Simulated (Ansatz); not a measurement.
Values for one crystal, relaxed and computed with r²SCAN in the plane-wave PAW code Ansatz; other levels are named.

| Item | Result |
|---|---|
| Volume per atom | 15.08 Å³ |
| Electronic character | metallic (no gap) |
| Density of states at the Fermi level | 0.46 states/eV per atom (mean over ±0.08 eV) |
| Formation energy from the elements (no fitted shifts) | -0.76 eV/atom |

**Question.** Pick the material that matches.
A) Y5Ge3, P6_3/mcm (Y on 6g, Y on 4d, Ge on 6g)
B) TaSiPt, Pnma (Ta on 4c, Si on 4c, Pt on 4c)
C) Ni5Ge3, C2/c (Pearson symbol mS32)
D) LaSi2Pt2, P4/nmm (Pearson symbol tP10)

**Answer.** B, TaSiPt, Pnma (Ta on 4c, Si on 4c, Pt on 4c)

The workflow started from a Materials Project entry (that database holds measured and hypothetical structures alike); the Crystallography Open Database copy checked does not list it. Its standing as an ambient phase is unchecked. The cell was relaxed with r²SCAN under the symmetry of its start; whether a distortion lowers the energy is not shown. The run is not spin-polarised. The references are the lowest solids computed at this level, not always the standard phases. Spin–orbit coupling is left out wherever it is not named.

Potentials: the earlier of the program's two PAW sets.
